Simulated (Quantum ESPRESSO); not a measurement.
Empty bands for a GW run on GaAlN$_{2}$ (space group P3m1, No. 156): 105 bands on a 6×6×4 mesh, PBEsol, PseudoDojo standard norm-conserving files, scalar-relativistic, Quantum ESPRESSO. The input, in which only the diagonalization keyword changes:

```
&CONTROL
  calculation = 'nscf'
  pseudo_dir = './pseudo'
  outdir = './out'
/
&SYSTEM
  ibrav = 0
  nat = 4
  ntyp = 3
  ecutwfc = 84.0
  ecutrho = 336.0
  occupations = 'fixed'
  force_symmorphic = .true.
  nbnd = 105
/
&ELECTRONS
  conv_thr = 4e-09
  diago_full_acc = .true.
  diago_thr_init = 1e-08
  diagonalization = 'david'
/
ATOMIC_SPECIES
N 14.0070 N.upf
Al 26.9815 Al.upf
Ga 69.7230 Ga.upf
CELL_PARAMETERS angstrom
  3.146650768532   0.000000000000   0.000000000000
 -1.573325384266   2.725079502387   0.000000000000
  0.000000000000   0.000000000000   5.098230195000
ATOMIC_POSITIONS crystal
N   0.666666667000   0.333333333000   0.112526542700
N   0.000000000333   0.000000000000   0.627145719000
Al   0.000000000333   0.000000000000   0.999514121000
Ga   0.666666667000   0.333333333000   0.497203617300
K_POINTS automatic
6 6 4 0 0 0
```

| diagonalization | mean iterations per k point | rough time | largest change of an eigenvalue (eV) |
|---|---|---|---|
| david | 23 | 1 | – |
| cg | 42 | about 3× | 1e-06 |
| paro | 18 | within a factor of two | 2e-06 |

An iteration means different work in each solver, so the counts don't rank them. Times are rough ratios from shared machines.

Spin-orbit coupling is not included.

Geometry relaxed with PBEsol.
